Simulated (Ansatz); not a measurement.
Sr$_{4}$P$_{2}$O:
Space group I4/mmm (No. 139); a = b = 4.8038 Å, c = 15.9980 Å, α = β = γ = 90.00°

```json
[
 {"atom": "Sr", "site": "4e", "symmetry": "4mm", "x": "0.0000", "y": "0.0000", "z": "0.3250"},
 {"atom": "Sr", "site": "4c", "symmetry": "mmm.", "x": "0.0000", "y": "0.5000", "z": "0.0000"},
 {"atom": "P", "site": "4e", "symmetry": "4mm", "x": "0.0000", "y": "0.0000", "z": "0.1353"},
 {"atom": "O", "site": "2b", "symmetry": "4/mmm", "x": "0.0000", "y": "0.0000", "z": "0.5000"}
]
```
(The calculation used a cell of 7 atoms; values per cell refer to that cell.)

Relaxed with r²SCAN. Plane-wave PAW r²SCAN (Ansatz code) gives a gap of 1.57 eV.

### Question
What gap does HSE06 give on the same cell (Ansatz, PAW)?

### Answer
1.93 eV, 0.37 eV more. The hybrid was solved on a coarser mesh and at special points; the gap given is the minimum over both.

| k | v1 r²SCAN | c1 r²SCAN | v1 HSE06 | c1 HSE06 |
|---|---|---|---|---|
| Γ | 0.00 | 2.04 | ___ | ___ |
| M | -0.08 | 1.57 | -0.05 | 1.93 |
| X | -0.72 | 2.37 | -0.78 | 2.77 |
| P | -0.70 | 2.57 | ___ | ___ |
| N | -0.52 | 3.08 | -0.54 | 3.53 |
| S0 | -0.42 | 2.96 | ___ | ___ |
| R | -0.68 | 2.39 | ___ | ___ |

### Question
Top valence (v1) and lowest conduction level (c1) in eV from each method's valence maximum (which need not be a listed point): supply the withheld HSE06 values.

### Answer

- Γ, v1 HSE06: 0.00
- Γ, c1 HSE06: 2.43
- P, v1 HSE06: -0.79
- P, c1 HSE06: 2.99
- S0, v1 HSE06: -0.45
- S0, c1 HSE06: 3.40
- R, v1 HSE06: -0.73
- R, c1 HSE06: 2.79

Cost on shared cores: the r²SCAN run (SCF on a 8×8×8 mesh, then bands and DOS) roughly 2.5 core-minutes, the HSE06 run (SCF on 5×5×5, then a few points) very roughly 9 core-minutes; the tasks are unlike.

The first step of the workflow began from a Materials Project structure, measured or hypothetical; the Crystallography Open Database copy checked does not list it. Whether it is the stable phase at ambient conditions was not checked. The cell was relaxed with r²SCAN under the symmetry of its start; whether a distortion lowers the energy is not shown. Spin–orbit coupling is left out wherever it is not named.

Potentials: the earlier of the program's two PAW sets. The files were generated under PBE; for other functionals the program regenerates the frozen cores, and for LDA and PBEsol the local potential too.
